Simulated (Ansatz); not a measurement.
LaScO$_{2}$F:
```
CELL_PARAMETERS angstrom
      4.13146     0.00000     0.00000
      0.00000     4.13146     0.00000
      0.00000     0.00000     4.03180
ATOMIC_POSITIONS crystal
  La 0.50000 0.50000 0.50000
  Sc 0.00000 0.00000 0.00000
  O  0.50000 0.00000 0.00000
  O  0.00000 0.50000 0.00000
  F  0.00000 0.00000 0.50000
```

Relaxed with r²SCAN. Special points in fractions of this cell's reciprocal vectors: Γ (0.000, 0.000, 0.000); X (0.000, 0.500, 0.000); M (0.500, 0.500, 0.000); Z (0.000, 0.000, 0.500); R (0.000, 0.500, 0.500); A (0.500, 0.500, 0.500).

Task: List the band energies nearest the Fermi level at these points for DFT-r²SCAN with spin–orbit coupling in the program Ansatz with PAW potentials.

Result: In eV from the Fermi level; about four levels below and three above (degenerate sets whole), none deeper than 8.9 eV; … stands for higher levels left out; points with the same levels are listed once.

| k | below | above |
|---|---|---|
| Γ | -0.33 -0.33 -0.28 -0.28 | 0.59 0.59 … |
| X | -5.32 -5.32 -0.13 -0.13 | 0.28 0.28 0.38 0.38 |
| M | -6.83 -6.83 -6.82 -6.82 -4.54 -4.54 | 0.38 0.38 0.48 0.48 |
| Z | -4.78 -4.78 -0.03 -0.03 | 0.44 0.44 0.50 0.50 |
| R | -5.52 -5.52 -5.42 -5.42 | 0.42 0.42 0.50 0.50 |
| A | -4.47 -4.47 -0.09 -0.09 | 0.47 0.47 0.52 0.52 |

Space group P4/mmm. The start of the workflow was typed in or built on a structure type; neither database checked (COD, Materials Project) lists it. Its standing as an ambient phase is unchecked. Symmetry was held in the r²SCAN relaxation; its stability against distortions is not shown here. The run is not spin-polarised. The volume moved by -20 % from the start of the relaxation. With an odd number of electrons in the cell and no spin polarisation, the count alone makes it a metal.

Potentials: the earlier of the program's two PAW sets.
